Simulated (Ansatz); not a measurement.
The cell below belongs to a search over invented structures; it isn't taken from experiment.

Input and command of a plane-wave DFT calculation in Ansatz:

```yaml
crystal:
  lattice:
    - [4.43250503, 0.0, 0.0]
    - [0.0, 4.46555885, 0.0]
    - [0.0, 0.0, 8.90329078]
  atoms:
    - { symbol: Ti, position: [0.5, 0.5, 0.75170002] }
    - { symbol: Ti, position: [0.5, 0.5, 0.24829998] }
    - { symbol: Ti, position: [0.0, 0.5, 0.0] }
    - { symbol: Te, position: [0.0, 0.5, 0.5] }
    - { symbol: Te, position: [0.5, 0.0, 0.0] }
    - { symbol: Te, position: [0.5, 0.0, 0.5] }
    - { symbol: Mo, position: [0.0, 0.0, 0.74511801] }
    - { symbol: Mo, position: [0.0, 0.0, 0.25488199] }
basis:
  ecutwfc: 420
kpoints:
  mp_grid: { grid: [4, 4, 2] }
hamiltonian:
  xc: pbe
scf:
  occupations: { method: gaussian, width: 0.2 }
  lower_state_search: "off"
output:
  forces: true
  stress: true
  eigenvalues: true
relax:
  adjacent_minimum: "off"
  f_tol: 0.08
  max_steps: 16
  cell: { stress_tol: 0.8 }
```

```bash
ansatz run input.yaml --threads 1 --pin off --max-ram 2560MiB --backend cpu --events-out ev --progress --plain --runs-dir out
```

Processor: Intel(R) Xeon(R) Platinum 8259CL CPU @ 2.50GHz (Skylake/Cascade Lake), 1 thread, on a host shared with other jobs.

Problem. How long does it run, and how much memory does it take?

Solution. About 110 s, peak memory 0.58 GiB. It solves 68 bands at 18 k points (after reduction by symmetry) with about 2859 plane waves (on the last cell), in 52 SCF iterations over 8 ionic steps.
